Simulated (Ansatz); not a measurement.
LaN:
```
CELL_PARAMETERS angstrom
      4.44343     0.00000     0.00000
      0.00000     4.44343     0.00000
      0.00000     0.00000     3.69719
ATOMIC_POSITIONS crystal
  La 0.50000 0.00000 0.26837
  La 0.00000 0.50000 0.73163
  N  0.50000 0.50000 0.00000
  N  0.00000 0.00000 0.00000
```

Relaxed with r²SCAN. Special points in fractions of this cell's reciprocal vectors: Γ (0.000, 0.000, 0.000); X (0.000, 0.500, 0.000); M (0.500, 0.500, 0.000); Z (0.000, 0.000, 0.500); R (0.000, 0.500, 0.500); A (0.500, 0.500, 0.500).

Q: List the band energies nearest the valence-band maximum at these points for r²SCAN (plane waves, PAW; program Ansatz).

A: In eV from the valence-band maximum; about four levels below and three above (degenerate sets whole), none deeper than 8.9 eV; points with the same levels are listed once.

```json
[
 {"k": "Γ", "below": "-1.25 -1.25 -1.18 -0.29 -0.29", "above": "1.86 2.42 2.90"},
 {"k": "X", "below": "-1.15 -1.15 -1.04 -1.04", "above": "2.29 2.29 3.05 3.05"},
 {"k": "M", "below": "-1.51 -1.51 -0.64 -0.64", "above": "2.11 2.11 2.90 2.90"},
 {"k": "Z", "below": "-2.15 -2.15 -1.41 -1.41", "above": "2.89 3.39 3.81"},
 {"k": "R", "below": "-2.03 -2.03 -1.34 -1.34", "above": "3.63 3.63 3.96 3.96"},
 {"k": "A", "below": "-1.31 -1.31 -1.21 -1.21", "above": "3.16 3.16 3.23 3.23"}
]
```

Space group P4/nmm. The workflow started from a Materials Project entry (that database holds measured and hypothetical structures alike); the Crystallography Open Database copy checked does not list it. COD files the formula under space group No. 225. Its standing as an ambient phase is unchecked. The cell was relaxed with r²SCAN under the symmetry of its start. At this level the phase is mechanically unstable. Scalar-relativistic: spin–orbit coupling is off unless named, which matters more the heavier the elements.

Potentials: the later of the program's two PAW sets.
